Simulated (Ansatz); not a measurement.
Relax this structure to zero stress and force, keeping its symmetry:

```
Fe Pt
1.0
     2.72350    0.00000    0.00000
     0.00000    2.72350    0.00000
     0.00000    0.00000    3.72000
Fe Pt
1 1
Cartesian
  0.0000 0.0000 0.0000
  1.3618 1.3618 1.8600
```

Level of theory: DFT r2SCAN, scalar-relativistic, plane waves, PAW in Ansatz.

Cutoff 500 eV; k points 16×16×12 on the computed 2-atom cell (Γ-centred); Gaussian smearing, width 0.10 eV; collinear spin from starting moments 3.62 0.43 μB.

Problem. What does it relax to?

Solution. The volume rises by 0.11 Å³/atom to 13.91 Å³/atom, and the energy falls by 0.6 meV/atom. The cell ends with a moment of 3.55 μB (only this magnetic start was tried). Final structure:
```cif
data_structure
_symmetry_space_group_name_H-M 'P 1'
_symmetry_Int_Tables_number 1
_cell_length_a 2.7316
_cell_length_b 2.7316
_cell_length_c 3.7272
_cell_angle_alpha 90.000
_cell_angle_beta 90.000
_cell_angle_gamma 90.000
_cell_volume 27.81
loop_
_atom_site_label
_atom_site_type_symbol
_atom_site_fract_x
_atom_site_fract_y
_atom_site_fract_z
_atom_site_occupancy
Fe1 Fe 0.00000 0.00000 0.00000 1
Pt1 Pt 0.50000 0.50000 0.50000 1
```

Course of the relaxation (steps run on the plane waves of an earlier cell, and the basis is chosen afresh near the end, so energy and pressure can step there; trial steps that raised the energy were taken back; energies are free energies):

| step | E − E_final (meV/atom) | P (GPa) | V (Å³/atom) |
| --- | --- | --- | --- |
| 1 | 0.6 | 1.72 | 13.80 |
| 2 | 0.3 | -0.84 | 13.96 |
| 3 | 0.1 | -0.02 | 13.91 |
| 4 | 0.0 | -0.01 | 13.91 |

The state reached may not be the lowest one. Spin-orbit coupling is left out, which matters for the bands of heavy elements. Only parallel moments were tried here.

Cost: 1 run of about 4.5 core-minutes, on Intel Xeon Platinum 8259CL (Skylake/Cascade Lake) (shared hosts).